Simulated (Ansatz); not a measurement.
Rigid (100) slab of YbAg, space group Pm-3m (No. 221):

```yaml
crystal:
  lattice:
    - [3.57608, 0.00000, 0.00000]
    - [0.00000, 3.57608, 0.00000]
    - [0.00000, 0.00000, 22.36412]
  atoms:
    - { symbol: Ag, position: [0.50000, 0.50000, 0.38007] }
    - { symbol: Yb, position: [0.00000, 0.00000, 0.46002] }
    - { symbol: Ag, position: [0.50000, 0.50000, 0.54050] }
    - { symbol: Yb, position: [0.00000, 0.00000, 0.61654] }
```

These are results of Ansatz, DFT PBEsol, scalar-relativistic, plane waves, PAW, not measurements. Cutoff 420 eV; k points 8×8×1 on the computed 5-atom cell (Γ-centred); Gaussian smearing, width 0.10 eV; no spin polarisation. The cell repeats along c with a dipole correction in the vacuum.

An adatom of N is held over the places (i/4, j/4) of the 1×1 surface cell, counted from the highest atom (Yb), and only its height relaxes; one adatom per 12.8 Å².

Question: What is the energy landscape, counted from its lowest point?

Answer: Energies in eV:

```
i   j=0   j=1   j=2   j=3
0  4.59  3.87  1.84  3.87
1  3.87  3.04  0.54  3.04
2  1.84  0.54  0.00  0.54
3  3.87  3.04  0.54  3.04
```

Heights over the highest slab atom in Å:

```
i   j=0   j=1   j=2   j=3
0  1.94  1.63  0.84  1.63
1  1.63  1.30  0.30  1.30
2  0.84  0.30  0.33  0.30
3  1.63  1.30  0.30  1.30
```

The slab is thin and held rigid, with forces of up to 2.6 eV/Å left on its atoms, so relaxing it could reorder the places.

Without spin polarisation weakly bound places lie too high for an open-shell atom.

Spin-orbit coupling is left out, which matters for the bands of heavy elements. Spin polarisation was left out, and a magnetic state may lie lower. Without a Hubbard U the f levels lie too near the Fermi level, so gaps, band edges and the localisation of f electrons are unreliable. The CsCl structure is a prototype's; whether YbAg takes it wasn't checked.
